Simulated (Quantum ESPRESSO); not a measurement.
Si3O4NF, input and log of a self-consistent run

Simulated, not a measurement. The program is pw.x of Quantum ESPRESSO 7.5 (plane-wave density functional theory). The cell is made up: 9 atoms on a quartz lattice, with randomly drawn elements, strain and displacements, not relaxed. PseudoDojo standard norm-conserving files (v0.5 for PBE, v0.4.1 for LDA and PBEsol) set the functional; there is no spin polarisation, spin-orbit coupling or dispersion term, and the masses in the input are unused placeholders.

Input:

```
&control calculation='scf', pseudo_dir='./dojo.nc.sr.pbe.v0_5.standard.upf', outdir='./o', disk_io='medium', tprnfor=.true., tstress=.true. /
&system ibrav=0, nat=9, ntyp=4, nbnd=30, ecutwfc=105.61755193, nosym=.true., tot_charge=0,
 occupations='smearing', smearing='fd', degauss=0.0018374661
/
&electrons conv_thr=7.350e-09, electron_maxstep=60, /
ATOMIC_SPECIES
F 1.0 F.upf
N 1.0 N.upf
O 1.0 O.upf
Si 1.0 Si.upf
CELL_PARAMETERS angstrom
5.0632 0.0 0.0
-2.5316 4.3849 0.0
0.0 0.0 5.5575
ATOMIC_POSITIONS angstrom
Si 2.3844 -0.0299 3.7074
Si -1.1814 2.068 1.8777
Si 1.3453 2.318 0.0001
O 1.4009 1.1575 4.3749
O 3.3501 0.621 2.5201
O 2.8485 2.5677 0.7056
N 0.2875 1.8268 1.1811
O -1.1325 3.1898 3.043
F 0.8301 3.7406 4.8674
K_POINTS automatic
7 7 6 1 1 1
```

The log is shortened where brackets say so; the opening notice, blank lines, dates and the lines on written files are dropped, and the path of the files is cut. It prints rydbergs, bohrs and kilobars, and counts compression as positive stress. With no partly filled state, the Fermi energy that it prints is only some level between the filled and the empty states on the mesh, and need not lie in the true gap.

```
     Program PWSCF v.7.5
     Parallel version (MPI & OpenMP), running on       1 processor cores
     Number of MPI processes:                 1
     Threads/MPI process:                     1
     [start-up lines left out]
     bravais-lattice index     =            0
     lattice parameter (alat)  =       9.5681  a.u.
     unit-cell volume          =     832.6469 (a.u.)^3
     number of atoms/cell      =            9
     number of atomic types    =            4
     number of electrons       =        48.00
     number of Kohn-Sham states=           30
     kinetic-energy cutoff     =     105.6176  Ry
     charge density cutoff     =     422.4702  Ry
     scf convergence threshold =      7.3E-09
     mixing beta               =       0.7000
     number of iterations used =            8  plain     mixing
     Exchange-correlation= PBE
                           (   1   4   3   4   0   0   0)
     [axes and pseudopotential details left out]
   Cartesian axes
     site n.     atom                  positions (alat units)
         1        Si     tau(   1) = (   0.4709275  -0.0059054   0.7322247  )
         2        Si     tau(   2) = (  -0.2333307   0.4084374   0.3708524  )
         3        Si     tau(   3) = (   0.2657015   0.4578132   0.0000198  )
         4        O      tau(   4) = (   0.2766827   0.2286104   0.8640583  )
         5        O      tau(   5) = (   0.6616567   0.1226497   0.4977287  )
         6        O      tau(   6) = (   0.5625889   0.5071299   0.1393585  )
         7        N      tau(   7) = (   0.0567823   0.3607995   0.2332714  )
         8        O      tau(   8) = (  -0.2236728   0.6299968   0.6010033  )
         9        F      tau(   9) = (   0.1639477   0.7387818   0.9613288  )
     number of k points=   147  Fermi-Dirac smearing, width (Ry)=  0.0018
     Number of k-points >= 100: set verbosity='high' to print them.
     Dense  grid:   122241 G-vectors     FFT dimensions: (  64,  64,  72)
     Estimated max dynamical RAM per process >     153.60 MB
     Initial potential from superposition of free atoms
     starting charge      47.9981, renormalised to      48.0000
     Starting wfcs are   36 randomized atomic wfcs
     total cpu time spent up to now is       71.5 secs
     per-process dynamical memory:   119.5 Mb
     Self-consistent Calculation
     iteration #  1     ecut=   105.62 Ry     beta= 0.70
     Davidson diagonalization with overlap
     ethr =  1.00E-02,  avg # of iterations =  3.0
     total cpu time spent up to now is      289.9 secs
     total energy              =    -227.16370761 Ry
     estimated scf accuracy    <       2.69892759 Ry
     iteration #  2     ecut=   105.62 Ry     beta= 0.70
     Davidson diagonalization with overlap
     ethr =  5.62E-03,  avg # of iterations =  3.0
     total cpu time spent up to now is      481.5 secs
     total energy              =    -227.63319080 Ry
     estimated scf accuracy    <       3.02614251 Ry
     iteration #  3     ecut=   105.62 Ry     beta= 0.70
     Davidson diagonalization with overlap
     ethr =  5.62E-03,  avg # of iterations =  2.7
     total cpu time spent up to now is      628.8 secs
     total energy              =    -228.29252913 Ry
     estimated scf accuracy    <       0.19170162 Ry
     iteration #  4     ecut=   105.62 Ry     beta= 0.70
     Davidson diagonalization with overlap
     ethr =  3.99E-04,  avg # of iterations =  3.3
     total cpu time spent up to now is      791.0 secs
     total energy              =    -228.31460611 Ry
     estimated scf accuracy    <       0.02878038 Ry
     iteration #  5     ecut=   105.62 Ry     beta= 0.70
     Davidson diagonalization with overlap
     c_bands:  1 eigenvalues not converged
     ethr =  6.00E-05,  avg # of iterations =  9.2
     total cpu time spent up to now is     1006.7 secs
     total energy              =    -228.32176896 Ry
     estimated scf accuracy    <       0.00364816 Ry
     [iterations 6 to 7 left out]
     iteration #  8     ecut=   105.62 Ry     beta= 0.70
     Davidson diagonalization with overlap
     ethr =  1.66E-07,  avg # of iterations =  2.0
     total cpu time spent up to now is     1535.2 secs
     total energy              =    -228.32222019 Ry
     estimated scf accuracy    <       0.00002410 Ry
     iteration #  9     ecut=   105.62 Ry     beta= 0.70
     Davidson diagonalization with overlap
     ethr =  5.02E-08,  avg # of iterations =  3.0
     total cpu time spent up to now is     1718.2 secs
     total energy              =    -228.32222766 Ry
     estimated scf accuracy    <       0.00000718 Ry
     iteration # 10     ecut=   105.62 Ry     beta= 0.70
     Davidson diagonalization with overlap
     ethr =  1.50E-08,  avg # of iterations =  2.0
     total cpu time spent up to now is     1864.1 secs
     total energy              =    -228.32222834 Ry
     estimated scf accuracy    <       0.00000071 Ry
     iteration # 11     ecut=   105.62 Ry     beta= 0.70
     Davidson diagonalization with overlap
     ethr =  1.48E-09,  avg # of iterations =  2.7
     total cpu time spent up to now is     2008.8 secs
     total energy              =    -228.32222846 Ry
     estimated scf accuracy    <       0.00000003 Ry
     iteration # 12     ecut=   105.62 Ry     beta= 0.70
     Davidson diagonalization with overlap
     ethr =  6.91E-11,  avg # of iterations =  3.5
     total cpu time spent up to now is     2189.5 secs
     End of self-consistent calculation
     Number of k-points >= 100: set verbosity='high' to print the bands.
     the Fermi energy is     5.0469 ev
!    total energy              =    -228.32222847 Ry
     estimated scf accuracy    <          1.4E-09 Ry
     smearing contrib. (-TS)   =      -0.00000000 Ry
     internal energy E=F+TS    =    -228.32222847 Ry
     The total energy is F=E-TS. E is the sum of the following terms:
     one-electron contribution =    -113.34594226 Ry
     hartree contribution      =      81.13681422 Ry
     xc contribution           =     -60.65814703 Ry
     ewald contribution        =    -135.45495340 Ry
     convergence has been achieved in  12 iterations
     Forces acting on atoms (cartesian axes, Ry/au):
     atom    1 type  4   force =    -0.12864037    0.10408101   -0.18492191
     atom    2 type  4   force =     0.04801322   -0.04269399   -0.07211059
     atom    3 type  4   force =     0.02871537   -0.18558131    0.21500648
     atom    4 type  3   force =     0.06596088   -0.02713952   -0.02330462
     atom    5 type  3   force =    -0.03744799   -0.02616872    0.07734936
     atom    6 type  3   force =    -0.07467865    0.01922644   -0.06634126
     atom    7 type  2   force =     0.03180201    0.02807167   -0.04572297
     atom    8 type  3   force =     0.03809670    0.07948462    0.11006168
     atom    9 type  1   force =     0.02817883    0.05071980   -0.01001618
     Total force =     0.451316     Total SCF correction =     0.000067
     Computing stress (Cartesian axis) and pressure
          total   stress  (Ry/bohr**3)                   (kbar)     P=      -28.90
  -0.00027194  -0.00032378   0.00010674          -40.00      -47.63       15.70
  -0.00032378  -0.00013643  -0.00017274          -47.63      -20.07      -25.41
   0.00010674  -0.00017274  -0.00018097           15.70      -25.41      -26.62
     init_run     :     70.64s CPU     71.34s WALL (       1 calls)
     electrons    :   2057.70s CPU   2118.10s WALL (       1 calls)
     forces       :     20.89s CPU     21.21s WALL (       1 calls)
     stress       :     82.08s CPU     82.96s WALL (       1 calls)
     [timing details left out]
     PWSCF        :  37m11.93s CPU  38m16.16s WALL
     JOB DONE.
```

In other units: free energy -3106.482 eV for the cell, pressure -2.89 GPa, largest force component 5.528 eV/Å. This run is the check on a run of the same cell at 1143 eV and a 5 x 5 x 4 mesh: rerunning at 1437 eV and a 7 x 7 x 6 mesh moved values by no more than 0.002 eV in energy, 0.02 GPa in stress and 0.002 eV/Å in force.